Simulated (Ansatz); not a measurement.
# RbMnBr3 (P6_3/mmc): exchange between two sublattices

Computed with Ansatz (plane waves, PAW): PBEsol+U, U_eff = 5.0 eV (Dudarev form) on Mn d, fully localised double counting, scalar-relativistic datasets, 420 eV, PAW set soft_2 (made for PBE), 3×3×3 mesh, Gaussian smearing of 0.05 eV.

```yaml
crystal:
  lattice:
    - [7.56000, 0.00000, 0.00000]
    - [-3.78000, 6.54715, 0.00000]
    - [0.00000, 0.00000, 6.35000]
  atoms:
    - { symbol: Rb, position: [0.33333, 0.66667, 0.75000] }
    - { symbol: Rb, position: [0.66667, 0.33333, 0.25000] }
    - { symbol: Mn, position: [0.00000, 0.00000, 0.00000] }
    - { symbol: Mn, position: [0.00000, 0.00000, 0.50000] }
    - { symbol: Br, position: [0.16500, 0.33000, 0.25000] }
    - { symbol: Br, position: [0.83500, 0.16500, 0.75000] }
    - { symbol: Br, position: [0.67000, 0.83500, 0.25000] }
    - { symbol: Br, position: [0.83500, 0.67000, 0.75000] }
    - { symbol: Br, position: [0.16500, 0.83500, 0.25000] }
    - { symbol: Br, position: [0.33000, 0.16500, 0.75000] }
```

The structure is that of a cell as deposited in COD, unrelaxed.

Cell and atoms stay fixed; no spin–orbit coupling. The cell holds two magnetic ions, atoms 3 and 4, and the lowest free states with their moments parallel and opposed are compared.

Question: Which order lies lower, by how much, and what else changes?

Answer: The opposed one, by 5.2 meV/atom (26 meV per magnetic ion). Parallel: gap 3.12 eV, moments Mn 4.55 μB (cell 10.00 μB), pressure 0.1 GPa. Opposed: gap 3.53 eV, moments Mn 4.54, -4.54 μB, pressure 0.0 GPa.

Both states fill the shells alike (parallel: Mn 5↑ 0↓, 5.24 e; opposed: Mn 5↑ 0↓, 5.24 e; Mn 0↑ 5↓, 5.24 e; their occupation matrices agree within 0.01, spins exchanged on the turned ion), so they differ in the order of the moments and not in the filling. A natural orbital (eigenvector of a shell's occupation matrix) is counted as filled above 0.75 (0.9 in a metal) and as partly filled from 0.35 up to that; ↑ and ↓ are the spin channels. The gap is wider by 0.41 eV with opposed moments; with parallel ones the gaps within each spin are 3.12 and 3.72 eV. With spin off the cell lies 1053.5 meV/atom from the lower state (gap zero (metallic)).

In the opposed pattern, atom 3 has 2 of its 2 magnetic neighbours at 3.17 Å, 0 of 2 at 6.35 Å, 0 of 6 at 7.56 Å, 12 of 12 at 8.20 Å turned against it; the energy difference holds only the couplings to turned neighbours.

Question: The moments are now held at an angle, ending 30° apart (non-collinear spin). What is the energy against the parallel state?

Answer: A Heisenberg form, E(θ) − E(0°) = [E(180°) − E(0°)] (1 − cos θ)/2, gives -51.7 × (1 − cos 30.0°)/2 = -3.5 meV per cell; the run gave -3.5 meV. The two agree, though an angle this near a collinear state tests little.

Only these patterns were run; an order that needs another cell may lie lower. At this level the cell was started in 17 ways, of which 1 didn't converge. For metallic states the mesh is coarse, so energy differences carry some meV/atom. The value of U was drawn from a range and not derived for this compound; another value can change gaps, moments and the order of states. A gap on the mesh alone may shrink between mesh points. Site moments are integrated in small spheres and here fall short of the shell's N↑ − N↓.
